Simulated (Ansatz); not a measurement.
BC$_{5}$:
```
BC5
1.0
    2.54530     0.00000     0.00000
   -1.27265     2.20430     0.00000
    0.00000     0.00000     6.37074
B C
1 5
Direct
  0.00000   0.00000   0.00379
  0.33333   0.66667   0.11098
  0.33333   0.66667   0.34596
  0.66667   0.33333   0.42880
  0.66667   0.33333   0.67185
  0.00000   0.00000   0.75091
```

Relaxed with r²SCAN. Special points in fractions of this cell's reciprocal vectors: Γ (0.000, 0.000, 0.000); M (0.500, 0.000, 0.000); K (0.333, 0.333, 0.000); A (0.000, 0.000, 0.500); L (0.500, 0.000, 0.500); H (0.333, 0.333, 0.500).

List the band energies nearest the Fermi level at these points for DFT-r²SCAN in the program Ansatz with PAW potentials.

In eV from the Fermi level; about four levels below and three above (degenerate sets whole), none deeper than 8.9 eV; points with the same levels are listed once.

```
k                    below                above
-  -----------------------  -------------------
Γ  -1.73 -1.73 -0.39 -0.39       0.98 2.73 2.73
M  -4.12 -3.22 -3.02 -0.72       5.91 6.36 8.36
K  -6.76 -4.01 -3.40 -2.51       7.29 7.69 8.48
A  -1.79 -1.79 -0.16 -0.16  2.35 2.35 8.16 8.16
L  -5.12 -3.65 -1.51 -0.27       6.30 7.57 9.14
H  -5.53 -5.08 -5.02 -3.58      9.65 9.76 10.20
```

Space group P3m1. The start of the workflow was typed in or built on a structure type; the Crystallography Open Database copy checked does not list it. Its standing as an ambient phase is unchecked. The cell was relaxed with r²SCAN under the symmetry of its start; whether a distortion lowers the energy is not shown. Its formation energy is positive at this level, so the cell may be metastable or incomplete.

Potentials: the earlier of the program's two PAW sets.
